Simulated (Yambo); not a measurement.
G0W0@PBEsol for Na3BrO (anti-perovskite, space group Pm-3m, No. 221) in Yambo. Reference settings: 2×2×2 Γ-centred k mesh, bands 7 to 276 and a 7 Ry block in the screening, 276 bands in G with the Bruneval-Gonze terminator, plasmon pole fitted at 27.2 eV. The PBEsol gap Γ → Γ on this mesh is 1.94 eV; G0W0 gaps are taken between the same points.

The settings were changed. The gap went from 3.50 eV to 3.38 eV, and the shift of the valence edge from -0.93 eV to -0.75 eV.

Problem. Name the change that produced these shifts.
A) 6 Ry block
B) no terminator
C) 180 bands in G, no terminator
D) 110 bands in W, 110 bands in G

Solution. B, no terminator. The others gave (gap, valence shift): 180 bands in G, no terminator: 3.29, -0.60 eV; 110 bands in W, 110 bands in G: 3.58, -0.77 eV; 6 Ry block: 3.46, -0.91 eV.

Spin-orbit coupling is included.

Geometry of the Materials Project entry, not relaxed at this level; primitive cell a = 4.533 Å, b = 4.533 Å, c = 4.533 Å, α = 90.00°, β = 90.00°, γ = 90.00°.

The structure is a Materials Project entry; no match was found in the copy of COD used, and its stability was not checked.

A shift is the quasiparticle energy of the state minus its PBEsol energy.
